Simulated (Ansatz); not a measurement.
**V (Im-3m): from strained cells to moduli**

```
V
1.0
    -1.47947    1.47947    1.47947
     1.47947   -1.47947    1.47947
     1.47947    1.47947   -1.47947
V
1
Direct
  0.00000 0.00000 0.00000
```

Conventional cell: a = 2.959 Å, b = 2.959 Å, c = 2.959 Å, α = 90.00°, β = 90.00°, γ = 90.00°. V (atom 1) has 8 V at 2.56 Å as nearest neighbours.

Level of theory, where no other is named: PBEsol, all-electron LAPW in Ansatz 0.2.0, scalar-relativistic. k mesh 26×26×26, strains of ±0.003, Fermi-Dirac smearing of 0.050 eV, basis error target 1 meV/atom. The cell was relaxed by PAW under this functional, which moved its volume by -7 % from the database entry's.

The cell is cubic and carries a residual pressure of -0.05 GPa at this level. Each strain component that symmetry leaves independent is applied at ±0.003, the ions relax wherever a strain frees them, and the stress (tension positive, GPa) is read. Shears are engineering strains, γ = 2ε.

```json
{"strain": "xx", "size": "-0.003", "σxx": "-0.8355", "σyy": "-0.3947", "σzz": "-0.3947", "σyz": "0.0000", "σxz": "0.0000", "σxy": "0.0000"}
{"strain": "xx", "size": "+0.003", "σxx": "0.9265", "σyy": "0.4926", "σzz": "0.4926", "σyz": "0.0000", "σxz": "0.0000", "σxy": "0.0000"}
{"strain": "yz", "size": "-0.003", "σxx": "0.0504", "σyy": "0.0535", "σzz": "0.0535", "σyz": "-0.0590", "σxz": "0.0000", "σxy": "0.0000"}
{"strain": "yz", "size": "+0.003", "σxx": "0.0504", "σyy": "0.0535", "σzz": "0.0535", "σyz": "0.0590", "σxz": "0.0000", "σxy": "0.0000"}
```

A central difference gives one constant, for example C11 ≈ (0.9265 − (-0.8355))/(0.006) = 293.7 GPa; the program then imposes the crystal's symmetry on the whole matrix.

**Question.** What are the independent elastic constants?

**Answer.** C11 = 293.7, C12 = 147.9, C44 = 19.7 GPa.

**Question.** Do they meet the Born conditions?

**Answer.** C11 − C12 = 145.8, C11 + 2C12 = 589.4 and C44 = 19.7 GPa must all be positive, so the crystal is elastically stable; that says nothing yet of its phonons.

**Question.** What moduli does a random aggregate of grains have?

**Answer.** B = (C11 + 2C12)/3 = 196.5 GPa. G_V = (C11 − C12 + 3C44)/5 = 41.0 and G_R = 5(C11 − C12)C44/(4C44 + 3(C11 − C12)) = 27.8, so G_H = 34.4 GPa. Then E = 9BG/(3B + G) = 97.4 GPa, ν = (3B − 2G)/(6B + 2G) = 0.417 and B/G = 5.72, on the ductile side of Pugh's 1.75 (a rule of thumb).

**Question.** With the density of 6.530 g/cm³, how fast does sound travel, and what Debye temperature follows?

**Answer.** 

| direction | slow (m/s) | middle (m/s) | fast (m/s) |
| --- | --- | --- | --- |
| [100] | 1735 | 1735 | 6706 |
| [110] | 1735 | 3341 | 6068 |
| [111] | 2906 | 2906 | 5839 |

The mean of v⁻³ over directions and branches gives v_m = 2508 m/s and θ_D = (ħ/k_B) v_m (6π²n)^(1/3) = 318 K, n being atoms per volume. Young's modulus spans 57 to 195 GPa over directions, and the universal anisotropy index is 2.37.

**Question.** How far do the constants move if PAW replaces LAPW in the same cell?

**Answer.** 

```csv
constant,LAPW (GPa),PAW (GPa),difference
C11,293.7,293.6,-0.1
C12,147.9,148.1,0.2
C44,19.7,19.8,0.1
```

**Question.** What happens at 30 GPa (cell relaxed there)?

**Answer.** The volume falls to 0.8850 of its value, and C11 = 436.9, C12 = 232.7, C44 = 17.3 GPa (slopes of the stress), in this structure whether or not another phase takes over.

Caveats: responses of metals move with mesh and smearing; C44 of V, Nb and Ta is known to come out low; the frozen-core PAW files of the compared runs were fitted under PBE, their cores solved anew for this functional.
